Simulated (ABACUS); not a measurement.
Set-up for a self-consistent single point of ZnCu2SnSe4 (I-4, 8 atoms in the cell; from Materials Project mp-1078918, changed as shown).

```yaml
crystal:
  lattice:
    - [-2.81265, 2.81265, 5.59466]
    - [2.81265, -2.81265, 5.59466]
    - [2.81265, 2.81265, -5.59466]
  atoms:
    - { symbol: Zn, position: [0.75000, 0.25000, 0.50000] }
    - { symbol: Cu, position: [0.25000, 0.75000, 0.50000] }
    - { symbol: Cu, position: [0.00000, 0.00000, 0.00000] }
    - { symbol: Sn, position: [0.50000, 0.50000, 0.00000] }
    - { symbol: Se, position: [0.62975, 0.63653, 0.52624] }
    - { symbol: Se, position: [0.36347, 0.88971, 0.99322] }
    - { symbol: Se, position: [0.11029, 0.10351, 0.47376] }
    - { symbol: Se, position: [0.89649, 0.37025, 0.00678] }
```

All values come from this method and carry its errors: PBE, numerical atomic orbitals DZP (confined pseudo-atomic orbitals with Gaussian additions; energy shift 0.003 Ry), PseudoDojo 0.5 standard norm-conserving PBE (tails mended) pseudopotentials in ABACUS.

ABACUS settings:

- basis = DZP numerical atomic orbitals, energy shift 0.003 Ry
- KPT = Gamma 6 6 6 0 0 0
- basis_type = lcao
- ecutwfc = 100 Ry
- smearing_method = fd
- smearing_sigma = 0.00734986 Ry
- potentials = PseudoDojo 0.5 standard norm-conserving PBE (tails mended)
- symmetry = 1
- symmetry_prec = 1e-05
- ks_solver = scalapack_gvx
- scf_nmax = 100
- scf_thr = 1.0e-07
- mixing_type = broyden
- mixing_beta = 0.7

Results:

| Quantity | Result |
|---|---|
| Number of valence electrons | 136 |
| Number of bands | 82 |
| Number of k-points after the program's reduction | 36 |
| Size of the basis | 203 |
| Number of SCF iterations | 12 |
| Free energy E − TS | -31350.2586 eV |
| Fermi level (on the code's own zero) | 10.30 eV |
| Pressure | 6.80 GPa |
| Largest force (vector length) | 0.244 eV/Å |

Forces (eV/Å):
```json
[
 {"atom": "Zn1", "Fx": "0.000", "Fy": "0.000", "Fz": "0.000"},
 {"atom": "Cu2", "Fx": "0.000", "Fy": "0.000", "Fz": "0.000"},
 {"atom": "Cu3", "Fx": "0.000", "Fy": "0.000", "Fz": "0.000"},
 {"atom": "Sn4", "Fx": "0.000", "Fy": "0.000", "Fz": "0.000"},
 {"atom": "Se5", "Fx": "0.186", "Fy": "0.096", "Fz": "-0.125"},
 {"atom": "Se6", "Fx": "0.096", "Fy": "-0.186", "Fz": "0.125"},
 {"atom": "Se7", "Fx": "-0.186", "Fy": "-0.096", "Fz": "-0.125"},
 {"atom": "Se8", "Fx": "-0.096", "Fy": "0.186", "Fz": "0.125"}
]
```

Stress (GPa, positive for compression):
```
6.76  0.00  0.00
0.00  6.76  0.00
0.00  0.00  6.86
```

For comparison: a first run was changed to give this one (lattice scaled by 0.98), and from it to this one the free energy goes up by 37.6 meV/atom, the pressure goes from 2.17 to 6.80 GPa and the largest force goes from 0.129 to 0.244 eV/Å.

The atom-centred basis is finite, which shifts total energies, pressures and forces against plane waves. The structure comes from a collection of computed structures, made at another level of theory; the collection holds predicted forms beside known ones. Its lattice was then scaled. No clean gap shows at this smearing width and mesh (spacing up to 0.26 Å⁻¹); the mesh is coarse for partly filled bands, so the values carry mesh errors. Semi-local functionals can close small gaps.

Cost on one core: around 2.7 core-minutes (rough).

The atomic orbitals were generated for these runs; they are not ABACUS's published sets and were checked against plane waves on a few crystals only.

“Tails mended”: in these copies of the files the far tail of each local potential was reset to the Coulomb form.
